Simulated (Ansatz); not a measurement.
TiS2:
```
TiS2
1.0
    0.00000     2.99776     2.99776
    2.99776     0.00000     2.99776
    2.99776     2.99776     0.00000
Ti S
1 2
Direct
  0.00000   0.00000   0.00000
  0.25000   0.25000   0.25000
  0.75000   0.75000   0.75000
```

Relaxed with PBE. Special points in fractions of this cell's reciprocal vectors: Γ (0.000, 0.000, 0.000); X (0.500, 0.000, 0.500); U (0.625, 0.250, 0.625); K (0.375, 0.375, 0.750); L (0.500, 0.500, 0.500); W (0.500, 0.250, 0.750).

Question: List the band energies nearest the Fermi level at these points for PBE (plane waves, PAW; program Ansatz).

Answer: In eV from the Fermi level; about four levels below and three above (degenerate sets whole), none deeper than 8.9 eV; points with the same levels are listed once.

```csv
k,below,above
Γ,-0.67 -0.67 -0.67 -0.28 -0.28,2.78 2.78 2.78
X,-5.03 -5.03 -1.80 -1.80 -0.23,0.41 0.82 1.19
U,-5.04 -4.71 -2.48 -1.83,0.11 0.16 0.46
L,-3.57 -3.03 -3.01 -3.01,0.04 0.04 1.14
W,-6.01 -3.41 -3.41 -1.72,0.27 0.48 0.53
```

Space group Fm-3m (fluorite). A made-up cell: these elements were put on the sites of a structure type; neither database checked (COD, Materials Project) lists it. It is not the phase usual at ambient conditions (space group No. 164). Symmetry was held in the PBE relaxation; its stability against distortions is not shown here. No spin polarisation was allowed.

Potentials: the later of the program's two PAW sets.
